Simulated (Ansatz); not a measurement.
# Ag: one input, then a changed one

The cell comes from COD entry 1509145, which wasn't checked; take it as a given geometry. The listed cell was then made from it by scaling, straining or moving an atom.

First run: DFT, LDA, all-electron LAPW, scalar-relativistic (Ansatz 0.2.0).

Command: `ansatz run input.yaml --threads 1 --pin off --max-ram 2048MiB --backend cpu --events-out ev --progress --plain --runs-dir out` The run took 2.6 min on 1 thread of Arm Neoverse V2 (shared host).

```yaml
crystal:
  lattice:
    - [2.93, 0.0, 0.0]
    - [-1.465, 2.5374544331, 0.0]
    - [0.0, 0.0, 4.79]
  atoms:
    - { symbol: Ag, position: [0.3065772933, 0.6877596967, 0.27042034] }
    - { symbol: Ag, position: [0.6785102567, 0.3834255733, 0.75702979] }
kpoints:
  mp_grid: { grid: [9, 9, 5] }
scf:
  occupations: { method: fermi_dirac, width: 0.05 }
hamiltonian:
  xc: lda
  pseudopotentials: { kind: all_electron, lapw: { basis_error: 0.001 } }
output:
  forces: true
  stress: true
relax:
  f_tol: 0.01
  max_steps: 80
  cell: {}
```

Result: converged; relaxed volume 16.004 Å³/atom; 27 SCF iterations in all.

A second run of a changed input logged this at its end:

```
--- Band table (eV; the first three rows and the last of 203) ---
  k-point 0: bands = ["-334.9192", "-334.9192", "-334.9176", "-334.9176", "-334.9176", "-334.9176", "-334.9143", "-334.9143", "-334.9132", "-334.9132", "-71.2312", "-71.2044", "-34.8894", "-34.6956", "-34.6867", "-34.6576", "-34.6570", "-34.6556", "12.1673", "13.7078", "15.5628", "15.6840", "15.7571", "15.9981", "16.0044", "16.3983", "16.5498", "17.5832", "17.7091", "19.9619", "24.6965", "36.5623", "38.3097", "38.8377", "39.9042"]
  k-point 1: bands = ["-334.9192", "-334.9192", "-334.9176", "-334.9176", "-334.9176", "-334.9176", "-334.9143", "-334.9143", "-334.9132", "-334.9132", "-71.2286", "-71.2069", "-34.8675", "-34.6923", "-34.6840", "-34.6777", "-34.6611", "-34.6598", "12.4948", "13.7700", "15.4987", "15.6222", "15.6837", "15.9102", "15.9164", "16.6161", "16.7533", "17.5633", "17.6465", "18.4541", "26.7417", "36.0936", "37.9878", "38.2010", "39.8646"]
  k-point 2: bands = ["-334.9192", "-334.9192", "-334.9176", "-334.9176", "-334.9176", "-334.9176", "-334.9143", "-334.9143", "-334.9132", "-334.9132", "-71.2221", "-71.2134", "-34.8103", "-34.7361", "-34.6827", "-34.6767", "-34.6704", "-34.6670", "13.3060", "13.8145", "15.5070", "15.6105", "15.6431", "15.7357", "15.7424", "16.4347", "17.0396", "17.1286", "17.4258", "17.4333", "30.4106", "34.1702", "36.9189", "37.2406", "40.1611"]
  k-point 202: bands = ["-334.9192", "-334.9192", "-334.9176", "-334.9176", "-334.9176", "-334.9176", "-334.9143", "-334.9143", "-334.9132", "-334.9132", "-71.2044", "-71.1962", "-34.8648", "-34.8364", "-34.7734", "-34.7421", "-34.7124", "-34.6988", "14.0402", "14.2601", "14.9567", "15.0459", "15.7456", "16.2692", "16.7551", "17.2447", "17.5302", "17.7925", "19.3674", "23.7196", "26.6442", "29.3646", "31.1431", "31.8793", "35.2787"]
End of that report.
this run last wrote the structure of step 2 to <dir>
Error: variable-cell relaxation did not converge after 2 steps: max|allowed force component| = 2.09e-1 eV/Å (threshold 1.0e-2), largest principal stress residual = 5.11e0 GPa on the free part of the cell (threshold 5.0e-2). Raise `relax.max_steps` over both its present limit and 2, loosen the thresholds, or start from a cell closer to the target (`relax.cell.p_target` or `relax.cell.sigma_target`). Where this run's directory can be resumed (`checkpoint.write`), a resume goes on for up to `relax.max_steps` more
```

Problem. What was wrong with the input?

Solution. Too few relaxation steps, by this change (others could give a like log):
```diff
@@ -11,4 +11,5 @@
 scf:
   occupations: { method: fermi_dirac, width: 0.05 }
+  max_iter: 100
 hamiltonian:
   xc: lda
@@ -19,5 +20,5 @@
 relax:
   f_tol: 0.01
-  max_steps: 80
+  max_steps: 2
   cell: {}
```
